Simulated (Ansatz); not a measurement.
HfC: modes against the lattice constant

The calculation used DFT LDA, scalar-relativistic, plane waves, PAW (Ansatz). Settings: 420 eV plane-wave cutoff, Γ-centred 14×14×14 mesh, Fermi-Dirac smearing of 0.15 eV. No spin polarisation. Phonons by linear response, acoustic sum rule imposed.

The cell is fixed (symmetry leaves no force on the atoms) and stands under 10.8 GPa:
```xyz
2
Lattice="2.8050 0.0000 0.0000 0.0000 2.8050 0.0000 0.0000 0.0000 2.8050" Properties=species:S:1:pos:R:3 pbc="T T T"
Hf    0.0000    0.0000    0.0000
C     1.4025    1.4025    1.4025
```

The cell is the ideal cubic caesium chloride prototype; this isn't the usual structure of the compound. In a metal, frequencies and elastic constants depend on the k mesh and the smearing, soft modes and shear constants most. Spin–orbit coupling is left out, which can shift energies with elements as heavy as these.

How do the optical zone-centre modes (counted from the lowest optical one, degenerate ones once; i marks imaginary ones) of this metal change over a = 2.805 and 2.853 Å?

Answers

```tsv
a (Å)	2.805	2.853
pressure (GPa)	10.8	-1.7
mode 1 (cm⁻¹)	242	168
```

Cost: 2 runs of about 2.1 core-minutes in all, on Arm Neoverse N1 (shared hosts).